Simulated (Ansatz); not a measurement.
# Clamped-ion strain scan in Ta

The calculation used DFT PBEsol, scalar-relativistic, plane waves, PAW (Ansatz). The runs took a 420 eV cutoff, a Γ-centred 24×24×24 mesh and Gaussian smearing (0.15 eV). Spin–orbit coupling is left out, which can shift energies with elements as heavy as these. No spin polarisation. Energies are free energies at this smearing, counted from the undisturbed cell; pressure is positive in compression.

The starting cell (relaxed at this level; with this scan's settings it stands at 0.2 GPa; this fcc form isn't the usual structure):

```xyz
1
Lattice="0.0000 2.0878 2.0878 2.0878 0.0000 2.0878 2.0878 2.0878 0.0000" Properties=species:S:1:pos:R:3 pbc="T T T"
Ta    0.0000    0.0000    0.0000
```

The cell is strained by ε times the Voigt pattern (1, 1, 0, 0, 0, 0) (xx, yy, zz, yz, xz, xy; engineering shear) with fractional coordinates fixed. The cell is metallic on the mesh throughout.

```
      ε  ΔE (meV/atom) stress summed along the pattern (GPa, tension positive) pressure (GPa)
-0.1000          481.4                                                  -106.84            60.0
-0.0750          254.9                                                   -69.76            40.4
-0.0500          108.8                                                   -41.35            24.3
 0.0000            0.0                                                    -0.32             0.2
 0.0250           23.6                                                        ?               ?
 0.0500           92.2                                                    29.79           -16.7
 0.0750          199.4                                                    40.92           -22.8
 0.1000              ?                                                        ?           -27.5
```

Give the withheld values.

stress summed along the pattern (GPa, tension positive) at ε = 0.0250: 16.21; pressure (GPa) at ε = 0.0250: -9.1; ΔE (meV/atom) at ε = 0.1000: 340.8; stress summed along the pattern (GPa, tension positive) at ε = 0.1000: 50.28.